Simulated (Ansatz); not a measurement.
C:
```yaml
crystal:
  lattice:
    - [2.59236, 0.00000, 0.00000]
    - [-1.29618, 2.24505, 0.00000]
    - [0.00000, 0.00000, 2.78267]
  atoms:
    - { symbol: C, position: [0.50000, 0.00000, 0.00000] }
    - { symbol: C, position: [0.00000, 0.50000, 0.66667] }
    - { symbol: C, position: [0.50000, 0.50000, 0.33333] }
```

Relaxed with PBEsol. Special points in fractions of this cell's reciprocal vectors: Γ (0.000, 0.000, 0.000); M (0.500, 0.000, 0.000); K (0.333, 0.333, 0.000); A (0.000, 0.000, 0.500); L (0.500, 0.000, 0.500); H (0.333, 0.333, 0.500).

### Question
List the band energies nearest the valence-band maximum at these points for plane-wave PAW PBEsol (Ansatz code).

### Answer
In eV from the valence-band maximum; about four levels below and three above (degenerate sets whole), none deeper than 8.9 eV; … stands for higher levels left out; points with the same levels are listed once.

```
k                          below             above
-  -----------------------------  ----------------
Γ  -8.13 -8.13 -6.74 -1.96 -1.96    6.87 6.87 9.45
M        -6.30 -5.78 -5.50 -4.32    1.77 4.14 8.18
K              -5.19 -3.52 -3.52    4.87 5.04 5.04
A         -3.23 -3.23 -1.64 0.00       4.89 4.89 …
L                    -4.60 -3.47   2.58 4.01 10.27
H                    -8.27 -8.27  8.81 10.54 10.54
```

Space group P6_222. The start of the workflow was typed in or built on a structure type; neither database checked (COD, Materials Project) lists it. It is not the phase usual at ambient conditions (space group No. 194, 227). The PBEsol relaxation kept the symmetry of its start; phonons on a q-mesh show no instability.

Potentials: the later of the program's two PAW sets.
